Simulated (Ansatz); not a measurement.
Zn₂C in the antifluorite structure was relaxed with 5 functionals in the plane-wave code Ansatz, cell and atoms free, the symmetry of the start kept (meshes: PBE 8×8×8, r2SCAN 8×8×8, PBEsol 8×8×8, LDA 8×8×8, HSE06 6×6×6). Note: simulated data, non-magnetic, for a generated structure that need not be the stable one.

The r2SCAN result:
```
C Zn
1.0
     0.00000    2.57795    2.57795
     2.57795    0.00000    2.57795
     2.57795    2.57795    0.00000
C Zn
1 2
Direct
  0.00000 0.00000 0.00000
  0.25000 0.25000 0.25000
  0.75000 0.75000 0.75000
```

Space group Fm-3m (No. 225), cubic; conventional cell a = 5.156 Å, 11.42 Å³ an atom. C is surrounded by 8 Zn at 2.23 Å; Zn is surrounded by 4 C at 2.23 Å.

**Question.** Order the functionals by the relaxed volume, smallest first.
A. LDA
B. PBE
C. HSE06
D. PBEsol
E. r2SCAN

**Answer.** A (10.86 Å³/atom), D (11.25 Å³/atom), E (11.42 Å³/atom), C (11.54 Å³/atom), B (11.78 Å³/atom).

**Question.** How does the cell change with HSE06?

**Answer.** a = 5.174 Å; the volume differs by +1.1 % from r2SCAN's. C has 8 Zn at 2.24 Å; Zn has 4 C at 2.24 Å.

**Question.** How does the cell change with PBEsol?

**Answer.** a = 5.130 Å; the volume differs by -1.5 % from r2SCAN's. C is surrounded by 8 Zn at 2.22 Å; Zn is surrounded by 4 C at 2.22 Å.

**Question.** Held at the r2SCAN cell, what mean stress do LDA and PBE find, and does its sign point to their own minimum?

**Answer.** Yes. LDA -7.38 GPa, and its relaxed volume is -4.9 % from r2SCAN's; PBE +4.29 GPa, and its relaxed volume is +3.1 % from r2SCAN's. Compression counts positive, so a positive stress asks for a larger cell.
